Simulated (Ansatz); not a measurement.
Relaxed-ion elastic tensor of AgI in space group P6_3mc (No. 186; Ag on 2a, Ag on 2b, I on 2a, I on 2b) in GPa (Voigt order), LDA in the plane-wave PAW code Ansatz; density 6.69 g/cm³, 29.14 Å³ per atom.

```csv
,1,2,3,4,5,6
1,44.0,28.5,11.7,0.0,0.0,0.0
2,28.5,44.0,11.7,0.0,0.0,0.0
3,11.7,11.7,31.5,0.0,0.0,0.0
4,0.0,0.0,0.0,7.2,0.0,0.0
5,0.0,0.0,0.0,0.0,7.2,0.0
6,0.0,0.0,0.0,0.0,0.0,7.7
```

Q: Is the crystal mechanically stable?

A: Yes: the smallest eigenvalue of C is 7.2 GPa.

Q: Work out the Voigt, Reuss and Hill averages.

A: K_V = 24.8, K_R = 22.7, K_H = 23.7; G_V = 8.9, G_R = 8.2, G_H = 8.5 GPa.

Q: Give Young's modulus, Poisson's ratio, Pugh's ratio and the universal anisotropy index.

A: E = 9KG/(3K + G) = 22.9 GPa; ν = 0.34; K/G = 2.78 (ductile by the Pugh limit of 1.75); A_U = 5G_V/G_R + K_V/K_R − 6 = 0.55.

Q: Estimate the sound speeds and the Debye temperature.

A: v_l = √((K + 4G/3)/ρ) = 2290 m/s, v_t = √(G/ρ) = 1130 m/s, mean 1270 m/s; Θ = (h/k)(3n/4πV)^(1/3) v_m = 123 K.

Q: How much does each axis shrink under pressure?

A: Linear compressibilities β_i = Σ_j S_ij (j = 1 to 3): x 9.8, y 9.8, z 24 per TPa.

The workflow started from a Materials Project entry (that database holds measured and hypothetical structures alike). Its sites differ from those of the usual phase in this space group: another stacking or structure type. The LDA relaxation kept the symmetry of its start; its stability against distortions is not shown here. The run is not spin-polarised. A crystal of weakly bound layers computed without a dispersion correction: the cell and the soft elastic constants depend strongly on that. Spin–orbit coupling is left out wherever it is not named.

Potentials: the later of the program's two PAW sets.
